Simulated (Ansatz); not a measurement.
MgS (rock salt, Fm-3m), a = 5.2052 Å, b = 5.2052 Å, c = 5.2052 Å, α = 90.00°, β = 90.00°, γ = 90.00°; the cell used has 2 atoms.

Relaxed with r²SCAN.

### Question
Which orbitals make up the states near the band edges in DFT-r²SCAN in the program Ansatz with PAW potentials?

### Answer
Top 1 eV of the valence band: S 3p 98 %. Bottom 1 eV of the conduction band: Mg 3s 74 %, S 3p 6 %, outside the projected shells 16 %. Projections are on Löwdin-orthogonalised atomic valence shells; empty p or d shells of many metals are not among them.

### Question
Tabulate the density of states.

### Answer
States/eV per cell of 2 atoms, in 0.25 eV bins, energy from the valence-band maximum.

```
E (eV)  total  S 3p  Mg 3s  S 3s
------  -----  ----  -----  ----
-7.85    0.00  0.00   0.00  0.00
-7.60    0.00  0.00   0.00  0.00
-7.35    0.00  0.00   0.00  0.00
-7.10    0.00  0.00   0.00  0.00
-6.85    0.00  0.00   0.00  0.00
-6.60    0.00  0.00   0.00  0.00
-6.35    0.00  0.00   0.00  0.00
-6.10    0.00  0.00   0.00  0.00
-5.85    0.00  0.00   0.00  0.00
-5.60    0.00  0.00   0.00  0.00
-5.35    0.00  0.00   0.00  0.00
-5.10    0.00  0.00   0.00  0.00
-4.85    0.07  0.05   0.02  0.00
-4.60    0.40  0.31   0.09  0.00
-4.35    0.66  0.51   0.13  0.01
-4.10    1.40  1.18   0.18  0.03
-3.85    2.51  2.13   0.29  0.06
-3.60    1.04  0.87   0.11  0.05
-3.35    0.48  0.38   0.06  0.04
-3.10    0.80  0.69   0.06  0.03
-2.85    0.92  0.82   0.05  0.03
-2.60    0.96  0.87   0.04  0.02
-2.35    0.99  0.91   0.03  0.02
-2.10    1.19  1.09   0.05  0.02
-1.85    1.54  1.43   0.05  0.01
-1.60    1.98  1.87   0.04  0.01
-1.35    1.96  1.87   0.03  0.01
-1.10    1.98  1.91   0.01  0.01
-0.85    2.05  1.99   0.01  0.00
-0.60    1.71  1.67   0.00  0.00
-0.35    0.96  0.94   0.00  0.00
-0.10    0.39  0.38   0.00  0.00
0.15     0.00  0.00   0.00  0.00
0.40     0.00  0.00   0.00  0.00
0.65     0.00  0.00   0.00  0.00
0.90     0.00  0.00   0.00  0.00
1.15     0.00  0.00   0.00  0.00
1.40     0.00  0.00   0.00  0.00
1.65     0.00  0.00   0.00  0.00
1.90     0.00  0.00   0.00  0.00
2.15     0.00  0.00   0.00  0.00
2.40     0.00  0.00   0.00  0.00
2.65     0.00  0.00   0.00  0.00
2.90     0.00  0.00   0.00  0.00
3.15     0.00  0.00   0.00  0.00
3.40     0.00  0.00   0.00  0.00
3.65     0.06  0.00   0.05  0.00
3.90     0.13  0.01   0.10  0.01
4.15     0.19  0.01   0.14  0.01
4.40     0.26  0.02   0.18  0.01
4.65     0.34  0.03   0.21  0.01
4.90     0.43  0.04   0.24  0.02
5.15     0.62  0.05   0.27  0.02
5.40     0.90  0.07   0.32  0.03
5.65     1.38  0.10   0.44  0.05
5.90     2.01  0.15   0.57  0.08
6.15     1.56  0.11   0.39  0.09
6.40     0.91  0.06   0.17  0.05
6.65     0.65  0.03   0.08  0.02
6.90     1.06  0.05   0.12  0.01
7.15     1.78  0.07   0.14  0.01
7.40     1.28  0.05   0.11  0.01
7.65     1.30  0.05   0.11  0.01
7.90     1.25  0.04   0.09  0.01
8.15     1.46  0.04   0.09  0.01
```

Symmetry was held in the r²SCAN relaxation.

Potentials: the earlier of the program's two PAW sets.
